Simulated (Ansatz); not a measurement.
# Conduction electrons in MgTl (Pm-3m)

```
CELL_PARAMETERS angstrom
3.62316 0.00000 0.00000
0.00000 3.62316 0.00000
0.00000 0.00000 3.62316
ATOMIC_POSITIONS crystal
Mg 0.00000 0.00000 0.00000
Tl 0.50000 0.50000 0.50000
```

Level of theory, where no other is named: PBEsol, all-electron LAPW in Ansatz 0.2.0, scalar-relativistic. k mesh 12×12×12, fine mesh 16×16×16, Fermi-Dirac smearing of 0.050 eV, basis error target 1 meV/atom. The cell was relaxed by PAW under this functional.

Levels and slopes are solved on a 16×16×16 mesh, and each state is taken as quadratic over its cell.

Question: What is the density of states at the Fermi level, and which bare Sommerfeld coefficient follows?

Answer: N(E_F) = 0.383 states/eV/atom (both spins), so γ = (π²/3) k_B² N(E_F) = 0.903 mJ/(mol-atom K²) without electron-phonon or spin-fluctuation enhancement.

Question: What Drude plasma energy and σ/τ do the band velocities give?

Answer: (ħω_p,α)² = (e²/ε₀VN_k) Σ_nkσ (∂E/∂k_α)² δ(E − E_F) gives ħω_p = (8.64, 8.64, 8.64) eV along x, y, z, and σ/τ = ε₀ω_p² = 15.3×10²⁰ Ω⁻¹m⁻¹s⁻¹ along x. Weighted by the density of states, the mean Fermi speed is 1.24×10⁶ m/s; the surface has an area of 16.4 Å⁻² for each spin direction.

Question: Which bands cross the Fermi level, and what do they carry?

Answer: 

```json
{"band": "1", "filled part": "0.97", "N (states/eV/cell)": "0.0573", "speed (10⁶ m/s)": "1.49", "5th to 95th percentile": "0.94 to 1.87", "area (Å⁻²)": "1.47", "filling": "nearly full"}
{"band": "2", "filled part": "0.50", "N (states/eV/cell)": "0.503", "speed (10⁶ m/s)": "1.41", "5th to 95th percentile": "0.59 to 1.85", "area (Å⁻²)": "12.2", "filling": "partly filled"}
{"band": "3", "filled part": "0.03", "N (states/eV/cell)": "0.205", "speed (10⁶ m/s)": "0.772", "5th to 95th percentile": "0.36 to 1.47", "area (Å⁻²)": "2.72", "filling": "nearly empty"}
```

Question: Map the plane k₃ = 1/2 of the mesh: how many bands lie under the Fermi level at each point, counted from the least on the plane?

Answer: k₁ runs to the right and k₂ upwards, each from −½ to ½ with 0 in the middle (the axes needn't be at right angles):
```
2211111111111112
1111111111111111
1110011111110011
1110000000000011
1111000000000111
2111000000000111
2111000000000111
2111000000000111
2111000000000111
2111000000000111
1111000000000111
1110000000000011
1110011111110011
1111111111111111
2211111111111112
2211112222211112
```

Question: On PAW files the program sums the optical response inside the mesh cells, interband lines and its own Drude term. Where does ε₁ rise through zero (a sharp plasmon if ε₂ is small there), and how much light is reflected?

Answer: 

```json
{
  "Fine mesh": "16, 16, 16",
  "Window top": "25 eV",
  "Line width": "0.1 eV",
  "Drude damping": "0.2 eV",
  "ε₁ rises through zero at x": "1.99, 10.05 eV",
  "ε₂ there x": "13.27, 0.28",
  "Plasma energy (x, y, z)": "8.975, 8.975, 8.975 eV",
  "Reflectivity at 1 eV, x-polarised": "0.9394",
  "Reflectivity at 2 eV, x-polarised": "0.4656",
  "Reflectivity at 3 eV, x-polarised": "0.8328"
}
```

The plasma energy here is the program's own sum at the run's smearing; it differs from the value above by up to 4 %, through mesh and smearing.

Question: What does PAW give for the same cell?

Answer: N(E_F) = 0.383 states/eV/atom and ħω_p,x = 8.64 eV.

Keep in mind: no spin-orbit coupling on heavy atoms; these sums move with the mesh, by several per cent and more for small sheets; frozen-core PAW files fitted under PBE, their cores solved anew for the functional of the run.
